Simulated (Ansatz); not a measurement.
A geometry of Nb away from equilibrium: step 3 of the relaxation of a relaxed Nb cell displaced along its unstable phonon at q = (½, ½, 0) of its primitive reciprocal cell (89i cm⁻¹), largest move 0.15 Å. These are PBEsol (plane waves to 420 eV, PAW, scalar-relativistic; Ansatz, an electronic-structure program) values and carry that method's errors. Γ-centred k-mesh 13×13×13 on the run's cell (coarser than for final values), Fermi–Dirac smearing 0.05 eV. The plane waves were selected for a different cell earlier on the path.

```yaml
crystal:
  lattice:
    - [0.00000, 4.54822, 9.61563]
    - [1.61610, 2.27411, 9.61563]
    - [1.61610, 2.27411, 0.00000]
  atoms:
    - { symbol: Nb, position: [0.16738, 0.70428, 0.96095] }
    - { symbol: Nb, position: [0.33262, 0.03905, 0.29572] }
    - { symbol: Nb, position: [0.83262, 0.29572, 0.03905] }
    - { symbol: Nb, position: [0.66738, 0.96095, 0.70428] }
```

Question: Give the Cartesian forces on all atoms (eV/Å).

Answer: 
```json
[
 {"atom": "Nb1", "Fx": "-0.48", "Fy": "0.00", "Fz": "0.28"},
 {"atom": "Nb2", "Fx": "0.48", "Fy": "0.00", "Fz": "0.28"},
 {"atom": "Nb3", "Fx": "0.48", "Fy": "0.00", "Fz": "-0.28"},
 {"atom": "Nb4", "Fx": "-0.48", "Fy": "0.00", "Fz": "-0.28"}
]
```

The path ends in Im-3m (No. 229) (bcc (W type)). No spin polarisation in the result.

The run could not lose the symmetry of its start.

Of the parent cell (Fmmm (No. 69)): it is a generated cell of Nb: the first start was made by placing the elements on the sites of a structure type, and the end was not matched to a known phase here, so it may be hypothetical. Known forms of Nb include space group No. 229.
